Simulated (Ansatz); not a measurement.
InAs:
```cif
data_AsIn
_chemical_formula_sum 'As1 In1'
_space_group_name_H-M_alt 'P 1'
_space_group_IT_number 1
_cell_length_a 4.31924
_cell_length_b 4.31924
_cell_length_c 4.31924
_cell_angle_alpha 60.000
_cell_angle_beta 60.000
_cell_angle_gamma 60.000
loop_
_space_group_symop_operation_xyz
  'x, y, z'
loop_
_atom_site_label
_atom_site_type_symbol
_atom_site_fract_x
_atom_site_fract_y
_atom_site_fract_z
_atom_site_occupancy
As1 As 0.75000 0.75000 0.75000 1
In1 In 0.00000 0.00000 0.00000 1
```

Relaxed with r²SCAN. r²SCAN (plane waves, PAW; program Ansatz) gives a gap of 0.08 eV.

Problem. What gap does HSE06 give on the same cell (Ansatz, PAW)?

Solution. 0.36 eV, 0.28 eV more. The hybrid was solved on a coarser mesh and at special points; its gap is the smallest among all of these.

```tsv
k	v1 r²SCAN	c1 r²SCAN	v1 HSE06	c1 HSE06
Γ	0.00	0.08	0.00	0.36
X	-2.29	1.88	…	…
L	-0.97	1.25	…	…
W	-2.80	4.46	…	…
K	-1.92	2.43	…	…
```

Problem. Top valence (v1) and lowest conduction level (c1) in eV from each method's valence maximum (which need not be a listed point): supply the withheld HSE06 values.

Solution. 
- W, v1 HSE06: -2.96
- W, c1 HSE06: 4.97
- X, v1 HSE06: -2.43
- X, c1 HSE06: 2.16
- K, v1 HSE06: -2.03
- K, c1 HSE06: 2.75
- L, v1 HSE06: -1.03
- L, c1 HSE06: 1.57

Cost on shared cores: the r²SCAN run (SCF on a 8×8×8 mesh, then bands and DOS) about 21 core-seconds (a rough figure), the HSE06 run (SCF on 6×6×6, then a few points) very roughly 100 core-seconds; the tasks are unlike.

Space group F-43m (zinc blende). The cell was relaxed with r²SCAN under the symmetry of its start. Spin–orbit coupling is left out wherever it is not named.

Potentials: the later of the program's two PAW sets.
